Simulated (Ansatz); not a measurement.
In DFT-PBE in the program Ansatz with PAW potentials, Tc in the hcp (Mg type) structure (P6_3/mmc) relaxes to a = 2.752 Å, c = 4.403 Å. Tc has 12 nearest neighbours from 2.71 Å (anticuboctahedral).

Electronic character: metallic (no gap).

The cell was relaxed with PBE under the symmetry of its start. No spin polarisation was allowed. Axis ratios of metals converge slowly with the k-mesh, so a and c are less sure than the volume. Spin–orbit coupling is left out wherever it is not named.

Potentials: the earlier of the program's two PAW sets.
